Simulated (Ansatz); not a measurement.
Question: Name crystals whose computed values (PBE in the plane-wave PAW code Ansatz) fall in these windows: electron conductivity mass (mₑ) 0.67 to 0.90; gap (eV) 3.2 to 4.1.

Answer: 

```tsv
crystal	electron conductivity mass (mₑ)	gap (eV)
SrZrO3, R3c (Sr on 6a, Zr on 6a, O on 18b)	0.83	3.73
HfO2, fluorite	0.85	3.75
```
Others may fit too.

Typed or built starts, not in the databases checked: SrZrO3, R3c (Sr on 6a, Zr on 6a, O on 18b). Not the usual ambient phase: HfO2, fluorite. All cells were relaxed under the symmetry of their starts (and spin orders); stability against distortions was not tested throughout. Rows with no word on spin ran without spin polarisation. Scalar-relativistic: spin–orbit coupling is off unless named, which matters more the heavier the elements.

Potentials: the later of the program's two PAW sets.
